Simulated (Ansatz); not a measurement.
A: CoSi (FeSi type, space group P2_13), a = b = c = 4.383 Å, α = β = γ = 90.00°
B: MnSi (FeSi type, space group P2_13), a = b = c = 4.5566 Å, α = β = γ = 90.00°
C: C (diamond), a = b = c = 3.560 Å, α = β = γ = 90.00°

Scan: energy against volume (even scaling of the relaxed cell, symmetry kept). One method and one kind of scan serve all of them; meshes and ranges differ. All were relaxed with their symmetry unable to fall. At this level the bands of CoSi touch or barely overlap. CoSi is run without spin polarisation. Relaxed MnSi ends ferromagnetic. Other magnetic orders were not checked, so this need not be the ground state. (This holds for the magnetic or f-shell members.)

Question: Order them by bulk modulus (fitted) (highest first) at the level r2SCAN (plane waves to 500 eV, PAW, scalar-relativistic; Ansatz, a quantum-chemistry and plane-wave program).

Answer: C (450 GPa), A (244 GPa), B (183 GPa)

(Under strain, the slope of the energy per volume gives the stress and its curvature an elastic modulus.)
